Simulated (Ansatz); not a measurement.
Os (hcp, Mg type)

```
Os
1.0
    2.75485     0.00000     0.00000
   -1.37743     2.38577     0.00000
    0.00000     0.00000     4.34430
Os
2
Cartesian
  0.00000   1.59052   3.25823
  1.37743   0.79526   1.08608
```

The slice is a (0001) plane (indices of the conventional cell) through the point (0.667, 0.333, 0.250) (fractional), spanned by u = [110] and v = [1 -1 0] in vectors of this cell: u (2.75 Å) and v (4.77 Å, at 90° to u). It covers one period; positions are fractions (u, v).

Level of theory: PBE (plane waves to 420 eV, PAW, scalar-relativistic; Ansatz, a first-principles code). k mesh 19×19×11. These are valence fields of a PAW run, semicore shells included where kept as valence: close to a nucleus they are smooth pseudo fields. Os is run without spin polarisation. Os was relaxed with its symmetry unable to fall. Spin-orbit coupling is left out, though Os is heavy.

Question: What is the ELF at the midpoint of the shortest Os–Os line in this plane (2.75 Å)?

Answer: 0.39.

Question: What is the valence density on the shortest Os–Os line in this plane (2.75 Å), at its midpoint?

Answer: 0.43 e/Å³.

Question: Sketch the electron localisation function (ELF) on this plane as a map.

Answer: 
```tsv
v \ u	0.00	0.17	0.33	0.50	0.67	0.83
0.90	x	0.64	0.28	0.41	0.28	0.64
0.80	0.29	0.28	0.39	0.40	0.39	0.28
0.70	0.31	0.33	0.29	0.32	0.29	0.33
0.60	0.32	0.24	0.63	x	0.63	0.24
0.50	0.39	0.35	x	x	x	0.35
0.40	0.41	0.28	0.64	x	0.64	0.28
0.30	0.40	0.39	0.28	0.29	0.28	0.39
0.20	0.32	0.29	0.33	0.31	0.33	0.29
0.10	x	0.63	0.24	0.32	0.24	0.63
0.00	x	x	0.35	0.39	0.35	x
```

Values: electron localisation function (ELF). Points within 0.5 Å of a nucleus are blanked (x), as the pseudised field means little there.
